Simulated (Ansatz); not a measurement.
## Property card for HfPdSe4

The calculation used DFT PBE, scalar-relativistic, plane waves, PAW in Ansatz.

Plane waves to 420 eV, a k mesh through Γ of 12×12×4 on the computed 6-atom cell and Gaussian smearing (0.02 eV); no spin polarisation.

The structure is relaxed at this level of theory with its symmetry kept, and needn't be the ground state of this composition.

```xyz
6
Lattice="3.7553 0.0000 0.0000 -1.8776 3.2522 0.0000 0.0000 0.0000 13.4302" Properties=species:S:1:pos:R:3 pbc="T T T"
Hf    0.0000    0.0000    0.0000
Pd    0.0000    0.0000    6.7151
Se    1.8776    1.0841   11.8471
Se    1.8776    1.0841    5.4163
Se    0.0000    2.1681    8.0139
Se    0.0000    2.1681    1.5832
```

| Item | Value |
| --- | --- |
| Space group | P-3m1 (No. 164) |
| Volume per atom | 184.5 bohr³ |
| Formation energy from the elements' standard states (uncorrected) | -0.798 eV/atom |
| Kohn–Sham band gap | 0.56 eV |
| Orbital (Löwdin) character of the top 1 eV of the valence band | Se 4p 85 %, Pd 4d 10 % |
| Orbital (Löwdin) character of the lowest 1 eV of the conduction band | Se 4p 52 %, Hf 5d 26 %, Pd 4d 17 % |
| Bader charge by site (e) | Hf (1 in the cell) 1.97, Pd (1 in the cell) 0.25, Se (2 in the cell) -0.99, Se (2 in the cell) -0.12 |

Spin-orbit coupling is left out, which matters for the bands of heavy elements. The cell holds layers, chains or molecules and no dispersion correction was added, so their binding is poorly described.

The cell was found from a structure generator's guess, not taken from experiment. Kohn–Sham gaps at this level usually fall short of measured ones. Löwdin shares on free-atom orbitals overweight diffuse shells in the empty bands.
